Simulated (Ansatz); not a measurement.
**YTe: all-electron results**

```
Y Te
1.0
     0.00000    3.04750    3.04750
     3.04750    0.00000    3.04750
     3.04750    3.04750    0.00000
Y Te
1 1
Direct
  0.00000 0.00000 0.00000
  0.50000 0.50000 0.50000
```

Atoms are numbered in the order listed.

The cell is COD entry 9008769, as deposited and not checked against the literature; nothing was relaxed.

Spin polarisation is left out, and whether a magnetic state lies lower isn't shown here.

Spin–orbit coupling is left out, though it moves levels of the heavy atoms by tenths of an eV or more.

Levels of theory: DFT, PBEsol, all-electron LAPW, scalar-relativistic (Ansatz 0.2.0); DFT, PBEsol, PAW with Ansatz's default frozen-core files, scalar-relativistic (Ansatz 0.2.0).

For LAPW: a Γ-centred 12×12×12 k mesh, Fermi–Dirac smearing of 0.05 eV, basis error target 0.5 meV/atom, no spin polarisation. PAW takes a cutoff of 420 eV at this cell (files made with PBE, cores remade for this functional). The Ansatz runs share mesh, smearing and spin set-up. Values come from LAPW unless marked.

```yaml
Pressure_at_this_cell: -0.50 GPa
Band_gap: "none: with an odd electron count and no spin polarisation the bands can't all be full, a metal in this set-up (spin order or a larger cell could open a gap)"
Density_of_states_at_the_Fermi_level_0.2_eV_bin: 1.17 states/eV per cell
Löwdin_charges_with_0.08_e_of_the_cell_spilling_out_of_the_atomic_basis_so_their_sizes_and_signs_hang_on_that_basis: Y1 0.18, Te2 -0.10 e
Bader_charges_from_the_PAW_run: Y1 +1.50, Te2 -1.50 e
Volume_per_atom: 28.30 Å³
```
